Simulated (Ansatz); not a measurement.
YRh:
```xyz
2
Lattice="3.4164 0.0000 0.0000 0.0000 3.4164 0.0000 0.0000 0.0000 3.4164" Properties=species:S:1:pos:R:3 pbc="T T T"
Y      1.7082     1.7082     1.7082
Rh     0.0000     0.0000     0.0000
```

Relaxed with r²SCAN. Special points in fractions of this cell's reciprocal vectors: Γ (0.000, 0.000, 0.000); X (0.000, 0.500, 0.000); M (0.500, 0.500, 0.000); R (0.500, 0.500, 0.500).

Q: List the band energies nearest the Fermi level at these points for DFT-r²SCAN with spin–orbit coupling in the program Ansatz with PAW potentials.

A: In eV from the Fermi level; about four levels below and three above (degenerate sets whole), none deeper than 8.9 eV; points with the same levels are listed once.

```
k                                below                          above
-  -----------------------------------  -----------------------------
Γ  -1.90 -1.90 -1.90 -1.90 -1.68 -1.68            2.44 2.44 2.44 2.44
X              -1.94 -1.94 -1.47 -1.47            0.42 0.42 0.59 0.59
M              -2.75 -2.75 -0.69 -0.69            0.28 0.28 1.72 1.72
R              -0.63 -0.63 -0.63 -0.63  5.21 5.21 7.06 7.06 7.06 7.06
```

Space group Pm-3m (CsCl type). The workflow started from an entry of the Crystallography Open Database (COD). Its standing as an ambient phase is unchecked. Symmetry was held in the r²SCAN relaxation; its stability against distortions is not shown here. No spin polarisation was allowed.

Potentials: the later of the program's two PAW sets.
